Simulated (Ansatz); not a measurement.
MnPt: do energies and stresses tell the same story?

Theory: DFT PBEsol, scalar-relativistic, plane waves, PAW (Ansatz 0.2.0).

Plane waves to 420 eV, a k mesh through Γ of 14×14×12 on the computed 2-atom cell and Gaussian smearing (0.10 eV); collinear spin from starting moments 4.12 0.48 μB.

Relaxed cell: P4/mmm, a = 2.876 Å, b = 2.876 Å, c = 3.488 Å, α = 90.00°, β = 90.00°, γ = 90.00°, 2 atoms in the primitive cell. Whether it is the stable form of this composition wasn't checked.

Energies at zero smearing and pressures from the stress tensor, at volumes with shape and atoms relaxed:
```
V (Å³/atom) E − E(first) (meV/atom) P (GPa)
     13.560                     0.00    11.06
     13.993                   -23.19     5.54
     14.426                   -30.95     0.02
     14.859                   -24.66    -4.93
     15.291                    -5.44    -9.39
```

Q: Check P = −dE/dV between neighbouring volumes, and get the bulk modulus from the pressures alone.

A: With 1 eV/Å³ = 160.2 GPa:
```json
{"middle V (Å³/atom)": "13.777", "−ΔE/ΔV (GPa)": "8.586", "mean P (GPa)": "8.297"}
{"middle V (Å³/atom)": "14.209", "−ΔE/ΔV (GPa)": "2.871", "mean P (GPa)": "2.776"}
{"middle V (Å³/atom)": "14.642", "−ΔE/ΔV (GPa)": "-2.328", "mean P (GPa)": "-2.459"}
{"middle V (Å³/atom)": "15.075", "−ΔE/ΔV (GPa)": "-7.116", "mean P (GPa)": "-7.164"}
```

The two differ by 0.29 GPa at most. The mean of two end pressures misses the average over a step by about ΔV² P″/12, up to 0.05 GPa here; with that taken off 0.25 GPa remains. The stress is the derivative of the free energy, not of the energy at zero smearing, and with free energies 0.03 GPa remains. The largest site moment goes from 3.46 to 3.88 μB along the series, which bends P(V). Around V = 14.426 Å³/atom, the two neighbours give B = −V ΔP/ΔV = 14.426 × 10.47 / 0.866 = 174.5 GPa, against B0 = 173.6 GPa from the Birch–Murnaghan fit of the energies.

Spin-orbit coupling is left out, which matters for the bands of heavy elements. Only parallel moments were tried here.

Only this magnetic start was tried.